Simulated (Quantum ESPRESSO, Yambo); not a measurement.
## Levels of theory for the gap of KCdF$_{3}$

KCdF3 (cubic perovskite, space group Pm-3m, No. 221): one geometry, one set of norm-conserving PBEsol (Quantum ESPRESSO, 102 Ry, with spin-orbit coupling) orbitals, self-energies from Yambo (2×2×2 Γ-centred k mesh, bands 9 to 260 and a 7 Ry block in the screening, 260 bands in G with the Bruneval-Gonze terminator, plasmon pole fitted at 27.2 eV).

The geometry is that of Materials Project entry mp-10175, symmetrised and not relaxed again.

| level | gap R → Γ (eV) | direct gap at Γ (eV) | rough Yambo cost |
|---|---|---|---|
| PBEsol (Quantum ESPRESSO) | 2.99 | 4.75 | – |
| exchange only (Hartree-Fock self-energy on PBEsol orbitals) | 14.39 | 17.14 | about 1/10 (11 states) |
| static COHSEX@PBEsol | 6.89 | 9.22 | within a factor of two (3 states) |
| G0W0@PBEsol, plasmon pole | 6.21 | 8.19 | 1 (11 states) |
| G0W0@PBEsol, multipole fit to 8 frequencies, no terminator | 5.97 | 8.02 | within a factor of two (3 states) |
| G0W0@PBEsol, plasmon pole, no terminator | 6.02 | 8.09 | about 1/10 (3 states, screening reused) |

Bare exchange has no screening and gives the widest gap; static COHSEX screens it but leaves out the frequency dependence, which G0W0 restores.

Costs are rough ratios of core time on shared machines.

Nearest settings tried, and what they do to the gap: 174 bands in W, 174 bands in G: +179 meV; 6 Ry block (171 vectors against 203): +5 meV. Not varied: mesh. So the settings aren't converged at that level. The k mesh is coarse.

The cell is held in this high symmetry; tilts and polar distortions were not searched.

The structure is a Materials Project entry; no match was found in the copy of COD used, and its stability was not checked.
